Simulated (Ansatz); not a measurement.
Relaxed-ion elastic tensor of GaSb (rock salt, space group No. 225) in GPa (Voigt order), the program Ansatz at the PBE level (PAW); density 6.53 g/cm³, 24.36 Å³ per atom.

```tsv
	1	2	3	4	5	6
1	112	26.4	26.4	0.0	0.0	0.0
2	26.4	112	26.4	0.0	0.0	0.0
3	26.4	26.4	112	0.0	0.0	0.0
4	0.0	0.0	0.0	7.2	0.0	0.0
5	0.0	0.0	0.0	0.0	7.2	0.0
6	0.0	0.0	0.0	0.0	0.0	7.2
```

**Question.** Is the crystal mechanically stable?

**Answer.** Yes: the smallest eigenvalue of C is 7.2 GPa.

**Question.** Work out the Voigt, Reuss and Hill averages.

**Answer.** K_V = 55.0, K_R = 55.0, K_H = 55.0; G_V = 21.5, G_R = 10.8, G_H = 16.2 GPa.

**Question.** Give Young's modulus, Poisson's ratio, Pugh's ratio and the universal anisotropy index.

**Answer.** E = 9KG/(3K + G) = 44.2 GPa; ν = 0.37; K/G = 3.40 (ductile by the Pugh limit of 1.75); A_U = 5G_V/G_R + K_V/K_R − 6 = 4.91.

**Question.** Estimate the sound speeds and the Debye temperature.

**Answer.** v_l = √((K + 4G/3)/ρ) = 3420 m/s, v_t = √(G/ρ) = 1570 m/s, mean 1770 m/s; Θ = (h/k)(3n/4πV)^(1/3) v_m = 182 K.

**Question.** Give the Zener ratio and Young's modulus along [100], [110] and [111].

**Answer.** A = 2C44/(C11 − C12) = 0.17; 1/E = S11 − 2(S11 − S12 − S44/2)Γ with Γ = 0, 1/4, 1/3 gives 102, 26.0, 20.8 GPa.

**Question.** Solve the Christoffel equation for the three sound speeds along [100], [110], [111].

**Answer.** Eigenvalues of C_ijkl n_j n_l equal ρv². In km/s, slowest first: [100] 1.05, 1.05, 4.15; [110] 1.05, 2.56, 3.42; [111] 2.18, 2.18, 3.15.

Space group Fm-3m (rock salt). A made-up cell: these elements were put on the sites of a structure type; neither database checked (COD, Materials Project) lists it. It is not the phase usual at ambient conditions (space group No. 216). Symmetry was held in the PBE relaxation; of distortions, only those at the zone centre were tested. As this level gives no gap, shear constants depend on the k-mesh and smearing (Fermi–Dirac, 0.1 eV here). Scalar-relativistic: spin–orbit coupling is off unless named, which matters more the heavier the elements.

Potentials: the later of the program's two PAW sets.
